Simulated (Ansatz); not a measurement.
Mo$_{2}$C: from a starting cell to a relaxed one

The start is a generated cell, Mo2C placed in the AFLOW prototype A2B_tI6_139_d_a (L\'2). The cell and all atomic positions are relaxed at zero pressure with PBE (plane waves to 420 eV, PAW, scalar-relativistic; Ansatz, a quantum-chemistry and plane-wave program). The first steps use a coarse 8×8×8 k-mesh.

Initial structure:
```
Mo2C
1.0
   -1.96790     1.96790     2.41427
    1.96790    -1.96790     2.41427
    1.96790     1.96790    -2.41427
Mo C
2 1
Direct
  0.75000   0.25000   0.50000
  0.25000   0.75000   0.50000
  0.00000   0.00000   0.00000
```

```json
{
  "initial_pressure": "+8 GPa (positive: the cell is compressed)",
  "outcome": "The space group stays I4/mmm (No. 139) (the run could not lower it), with 3 atoms in the primitive cell",
  "energy_released": "0.06 eV/atom",
  "volume_change": "+1.8 %, from 12.47 to 12.69 Å³/atom",
  "Shortest distances (start → end)": "The closest pairs of elements (up to four, under 3.6 Å), start → end: C–Mo 2.31 → 2.31 Å; Mo–Mo 2.41 → 2.56 Å",
  "band_gap_at_the_end": "zero (metallic)",
  "optimiser_moves": "8"
}
```

It ends as:

Space group I4/mmm (No. 139); a = 3.853 Å, b = 3.853 Å, c = 5.127 Å, α = 90.00°, β = 90.00°, γ = 90.00°

```
atom  site  symmetry       x       y       z
----  ----  --------  ------  ------  ------
Mo      4d      -4m2  0.0000  0.5000  0.2500
C       2a     4/mmm  0.0000  0.0000  0.0000
```
(The calculation used a cell of 3 atoms; values per cell refer to that cell.)

Final values are on a 17×17×17 k-mesh of the relaxed cell. No spin polarisation in the result.

The run could not lose the symmetry of its start, so the end can be a saddle point.

All atoms sit on sites fixed by symmetry, so only the cell could relax.

The relaxed structure here is a generated cell of Mo2C: the first start was made by placing the elements on the sites of a structure type, and the end was not matched to a known phase here, so it may be hypothetical.
